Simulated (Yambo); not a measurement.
G0W0@PBEsol for Cs2PtH6 (space group Fm-3m, No. 225) in Yambo. Reference settings: 2×2×2 Γ-centred k mesh, bands 5 to 322 and a 8 Ry block in the screening, 322 bands in G with the Bruneval-Gonze terminator, plasmon pole fitted at 27.2 eV. The PBEsol gap X → X on this mesh is 3.84 eV; G0W0 gaps are taken between the same points.

The settings were changed. The gap went from 6.06 eV to 5.85 eV, and the shift of the valence edge from -1.57 eV to -1.34 eV.

### Question
What was changed between the two runs?
A) 3 Ry block
B) 139 bands in W
C) 109 bands in W, 109 bands in G
D) 200 bands in G

### Answer
A, 3 Ry block. The others gave (gap, valence shift): 109 bands in W, 109 bands in G: 5.95, -1.28 eV; 200 bands in G: 6.06, -1.56 eV; 139 bands in W: 5.99, -1.39 eV.

Spin-orbit coupling is not included.

Geometry of the Materials Project entry, not relaxed at this level; primitive cell a = 6.3444 Å, b = 6.3444 Å, c = 6.3444 Å, α = 60.00°, β = 60.00°, γ = 60.00°.

The structure is a Materials Project entry; no match was found in the copy of COD used, and its stability was not checked.

A shift is the quasiparticle energy of the state minus its PBEsol energy.
